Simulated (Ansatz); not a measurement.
BeS in space group P6_422 (No. 181; Be on 3c, S on 3d) at seven volumes, r²SCAN in the plane-wave PAW code Ansatz, shape and atoms relaxed at each. One row is withheld.

```tsv
V (Å³/atom)	P (GPa)
12.245	11.68
12.649	7.21
13.053	3.35
13.456	0.00
13.860	?
14.264	-5.41
14.667	-7.59
```

### Question
Fit the shown pressures and predict the withheld one.

### Answer
P = (3/2)B₀(x^(7/2) − x^(5/2))[1 + (3/4)(B′ − 4)(x − 1)] with x = (V₀/V)^(2/3). Least squares on the six rows gives V₀ = 13.457 Å³/atom, B₀ = 104 GPa, B′ = 3.76. At V = 13.860, x = 0.9805 and P = -2.90 GPa. The run itself gave -2.90 GPa.

The start of the workflow was typed in or built on a structure type; neither database checked (COD, Materials Project) lists it. COD files the formula under space group No. 216, so this cell is another polymorph or a model. Whether it is the stable phase at ambient conditions was not checked. The r²SCAN relaxation kept the symmetry of its start; its stability against distortions is not shown here.

Potentials: the later of the program's two PAW sets.
